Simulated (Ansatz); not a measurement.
MgB2 (P6/mmm): electronic heat capacity and spin susceptibility from the density of states

Theory: DFT r2SCAN, scalar-relativistic, plane waves, PAW (Ansatz).

Cutoff 500 eV; k points 18×18×12 on the computed 3-atom cell (Γ-centred); Gaussian smearing, width 0.10 eV; no spin polarisation.

Relaxed cell: P6/mmm, a = 3.069 Å, b = 3.069 Å, c = 3.508 Å, α = 90.00°, β = 90.00°, γ = 120.00°, 3 atoms in the primitive cell. Whether it is the stable form of this composition wasn't checked.

The density of states at the Fermi level is 0.662 states/eV in the cell of 3 atoms (1 formula unit; both spins, tetrahedra on a 27×27×18 mesh).

What Sommerfeld coefficient and Pauli susceptibility does this give?

Per formula unit N(E_F) = 0.662 states/eV. γ = (π²/3) k_B² N(E_F) N_A = 2.357 mJ/(mol K²) per state/eV, so γ = 1.6 mJ/(mol K²), a mole of formula units. χ_P = μ_B² N(E_F) N_A = 3.23×10⁻⁵ emu/mol per state/eV gives 2.1×10⁻⁵ emu/mol. This is the bare band result: a measured γ of the same phase is as a rule larger by a factor 1 + λ from phonons and spin fluctuations, the spin part of χ is larger by the Stoner factor, and a measured χ also holds orbital and core terms. N(E_F) at one energy is sensitive to the mesh where the density of states has sharp peaks.

Cost: 1 run of about 0.78 core-minutes, on Arm Neoverse V1 (shared hosts).